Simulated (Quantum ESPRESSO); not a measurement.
ZnAl2SiO6, input and log of a self-consistent run

Simulated, not a measurement. The program is pw.x of Quantum ESPRESSO 7.5 (plane-wave density functional theory). The cell is made up: 10 atoms on a corundum lattice, with randomly drawn elements, strain and displacements, not relaxed. PseudoDojo standard norm-conserving files (v0.5 for PBE, v0.4.1 for LDA and PBEsol) set the functional; there is no spin polarisation, spin-orbit coupling or dispersion term, and the masses in the input are unused placeholders.

Input:

```
&control calculation='scf', pseudo_dir='./dojo.nc.sr.pbe.v0_5.standard.upf', outdir='./o', disk_io='low', tprnfor=.true., tstress=.true. /
&system ibrav=0, nat=10, ntyp=4, nbnd=39, ecutwfc=84.00895049, nosym=.true., tot_charge=0,
 occupations='smearing', smearing='fd', degauss=0.0018374661
/
&electrons conv_thr=7.350e-09, electron_maxstep=60, /
ATOMIC_SPECIES
Al 1.0 Al.upf
O 1.0 O.upf
Si 1.0 Si.upf
Zn 1.0 Zn.upf
CELL_PARAMETERS angstrom
2.4662 1.421 4.489
-2.471 1.4294 4.489
0.0048 -2.8505 4.489
ATOMIC_POSITIONS angstrom
Zn 0.0141 0.087 4.7063
Al -0.0041 -0.0103 2.0452
Al 0.1792 -0.0303 8.7578
Si 0.0907 0.0052 11.4738
O -0.9556 1.6599 7.8707
O -0.6685 -1.5733 7.8051
O 1.5925 0.1143 7.8427
O 1.043 -1.4003 5.4623
O 0.8579 1.5753 5.6654
O -1.7315 -0.0703 5.7061
K_POINTS automatic
6 5 5 1 1 1
```

The log is shortened where brackets say so; the opening notice, blank lines, dates and the lines on written files are dropped, and the path of the files is cut. It prints rydbergs, bohrs and kilobars, and counts compression as positive stress. With no partly filled state, the Fermi energy that it prints is only some level between the filled and the empty states on the mesh, and need not lie in the true gap.

```
     Program PWSCF v.7.5
     Parallel version (MPI & OpenMP), running on       4 processor cores
     Number of MPI processes:                 4
     Threads/MPI process:                     1
     [start-up lines left out]
     bravais-lattice index     =            0
     lattice parameter (alat)  =      10.0445  a.u.
     unit-cell volume          =     639.4887 (a.u.)^3
     number of atoms/cell      =           10
     number of atomic types    =            4
     number of electrons       =        66.00
     number of Kohn-Sham states=           39
     kinetic-energy cutoff     =      84.0090  Ry
     charge density cutoff     =     336.0358  Ry
     scf convergence threshold =      7.3E-09
     mixing beta               =       0.7000
     number of iterations used =            8  plain     mixing
     Exchange-correlation= PBE
                           (   1   4   3   4   0   0   0)
     [axes and pseudopotential details left out]
   Cartesian axes
     site n.     atom                  positions (alat units)
         1        Zn     tau(   1) = (   0.0026527   0.0163678   0.8854237  )
         2        Al     tau(   2) = (  -0.0007714  -0.0019378   0.3847754  )
         3        Al     tau(   3) = (   0.0337139  -0.0057005   1.6476560  )
         4        Si     tau(   4) = (   0.0170639   0.0009783   2.1586329  )
         5        O      tau(   5) = (  -0.1797826   0.3122867   1.4807607  )
         6        O      tau(   6) = (  -0.1257688  -0.2959941   1.4684190  )
         7        O      tau(   7) = (   0.2996063   0.0215039   1.4754929  )
         8        O      tau(   8) = (   0.1962257  -0.2634466   1.0276544  )
         9        O      tau(   9) = (   0.1614017   0.2963704   1.0658648  )
        10        O      tau(  10) = (  -0.3257572  -0.0132259   1.0735219  )
     number of k points=    75  Fermi-Dirac smearing, width (Ry)=  0.0018
                       cart. coord. in units 2pi/alat
        k(    1) = (  -0.0179607  -0.0103898   0.1118291), wk =   0.0266667
        k(    2) = (  -0.0183837  -0.2590192   0.1907656), wk =   0.0266667
     [further k points left out]
     Dense  grid:    66475 G-vectors     FFT dimensions: (  60,  60,  60)
     Estimated max dynamical RAM per process >     192.60 MB
     Estimated total dynamical RAM >     721.71 MB
     Initial potential from superposition of free atoms
     starting charge      65.9943, renormalised to      66.0000
     Starting wfcs are   46 randomized atomic wfcs
     total cpu time spent up to now is        3.4 secs
     per-process dynamical memory:   158.1 Mb
     Self-consistent Calculation
     iteration #  1     ecut=    84.01 Ry     beta= 0.70
     Davidson diagonalization with overlap
     ethr =  1.00E-02,  avg # of iterations =  2.8
     total cpu time spent up to now is        9.7 secs
     total energy              =    -634.07153662 Ry
     estimated scf accuracy    <       2.07539824 Ry
     iteration #  2     ecut=    84.01 Ry     beta= 0.70
     Davidson diagonalization with overlap
     ethr =  3.14E-03,  avg # of iterations =  2.0
     total cpu time spent up to now is       15.9 secs
     total energy              =    -634.67058103 Ry
     estimated scf accuracy    <       1.73112429 Ry
     iteration #  3     ecut=    84.01 Ry     beta= 0.70
     Davidson diagonalization with overlap
     ethr =  2.62E-03,  avg # of iterations =  2.0
     total cpu time spent up to now is       21.5 secs
     total energy              =    -634.97177302 Ry
     estimated scf accuracy    <       0.02098067 Ry
     iteration #  4     ecut=    84.01 Ry     beta= 0.70
     Davidson diagonalization with overlap
     ethr =  3.18E-05,  avg # of iterations =  7.5
     total cpu time spent up to now is       29.2 secs
     total energy              =    -634.98033876 Ry
     estimated scf accuracy    <       0.01362847 Ry
     iteration #  5     ecut=    84.01 Ry     beta= 0.70
     Davidson diagonalization with overlap
     ethr =  2.06E-05,  avg # of iterations =  2.1
     total cpu time spent up to now is       34.5 secs
     total energy              =    -634.98225417 Ry
     estimated scf accuracy    <       0.00229484 Ry
     [iterations 6 to 7 left out]
     iteration #  8     ecut=    84.01 Ry     beta= 0.70
     Davidson diagonalization with overlap
     ethr =  1.99E-08,  avg # of iterations =  2.9
     total cpu time spent up to now is       52.8 secs
     total energy              =    -634.98244648 Ry
     estimated scf accuracy    <       0.00000444 Ry
     iteration #  9     ecut=    84.01 Ry     beta= 0.70
     Davidson diagonalization with overlap
     ethr =  6.73E-09,  avg # of iterations =  2.0
     total cpu time spent up to now is       58.0 secs
     total energy              =    -634.98244660 Ry
     estimated scf accuracy    <       0.00000101 Ry
     iteration # 10     ecut=    84.01 Ry     beta= 0.70
     Davidson diagonalization with overlap
     ethr =  1.53E-09,  avg # of iterations =  2.0
     total cpu time spent up to now is       63.8 secs
     total energy              =    -634.98244686 Ry
     estimated scf accuracy    <       0.00000003 Ry
     iteration # 11     ecut=    84.01 Ry     beta= 0.70
     Davidson diagonalization with overlap
     ethr =  4.85E-11,  avg # of iterations =  2.3
     total cpu time spent up to now is       69.8 secs
     total energy              =    -634.98244686 Ry
     estimated scf accuracy    <       0.00000001 Ry
     iteration # 12     ecut=    84.01 Ry     beta= 0.70
     Davidson diagonalization with overlap
     ethr =  1.58E-11,  avg # of iterations =  2.0
     total cpu time spent up to now is       74.9 secs
     End of self-consistent calculation
          k =-0.0180-0.0104 0.1118 (  8347 PWs)   bands (ev):
  -114.3478 -68.5794 -68.5635 -68.5349 -11.1208  -9.2234  -9.0983  -8.7678
    -8.6742  -7.7078   0.3608   1.4325   2.0039   2.5935   2.8995   3.1525
     3.3484   3.7378   3.9833   4.3034   4.9065   5.0036   5.2496   5.4122
     5.9703   6.5833   6.7874   6.9597   7.3386   7.4943   7.7585   8.2977
     8.5190  11.6298  15.1728  15.4972  16.7773  17.5341  18.0517
     [levels at the other k points left out]
     the Fermi energy is    10.0284 ev
!    total energy              =    -634.98244686 Ry
     estimated scf accuracy    <          1.2E-09 Ry
     smearing contrib. (-TS)   =       0.00000000 Ry
     internal energy E=F+TS    =    -634.98244686 Ry
     The total energy is F=E-TS. E is the sum of the following terms:
     one-electron contribution =    -425.43463644 Ry
     hartree contribution      =     251.24982986 Ry
     xc contribution           =    -103.38189632 Ry
     ewald contribution        =    -357.41574396 Ry
     convergence has been achieved in  12 iterations
     Forces acting on atoms (cartesian axes, Ry/au):
     atom    1 type  4   force =     0.00673585   -0.03944461    0.08689665
     atom    2 type  1   force =     0.04249190    0.03040898   -0.02842914
     atom    3 type  1   force =    -0.13682499    0.00409326    0.07101863
     atom    4 type  3   force =    -0.03681188   -0.00234409   -0.03627020
     atom    5 type  2   force =     0.11643623   -0.00909020   -0.09097362
     atom    6 type  2   force =    -0.11651158    0.08587902   -0.06254782
     atom    7 type  2   force =     0.13578530   -0.04830117   -0.10955646
     atom    8 type  2   force =     0.05888106   -0.07880574    0.06818201
     atom    9 type  2   force =    -0.02489764    0.10703736    0.04586095
     atom   10 type  2   force =    -0.04528426   -0.04943280    0.05581901
     Total force =     0.393467     Total SCF correction =     0.000021
     Computing stress (Cartesian axis) and pressure
          total   stress  (Ry/bohr**3)                   (kbar)     P=      -67.62
  -0.00051356   0.00002127  -0.00000958          -75.55        3.13       -1.41
   0.00002127  -0.00047072   0.00004121            3.13      -69.25        6.06
  -0.00000958   0.00004121  -0.00039465           -1.41        6.06      -58.05
     init_run     :      3.25s CPU      3.36s WALL (       1 calls)
     electrons    :     71.27s CPU     71.50s WALL (       1 calls)
     forces       :      1.06s CPU      1.06s WALL (       1 calls)
     stress       :      3.54s CPU      3.55s WALL (       1 calls)
     [timing details left out]
     PWSCF        :   1m19.23s CPU   1m19.59s WALL
     JOB DONE.
```

In other units: free energy -8639.376 eV for the cell, pressure -6.76 GPa, largest force component 3.518 eV/Å. A rerun of the same cell at another strain at a cutoff of 1437 eV and k mesh 8 x 7 x 7 moved values by no more than 0.003 eV in energy, 0.04 GPa in stress and 0.002 eV/Å in force.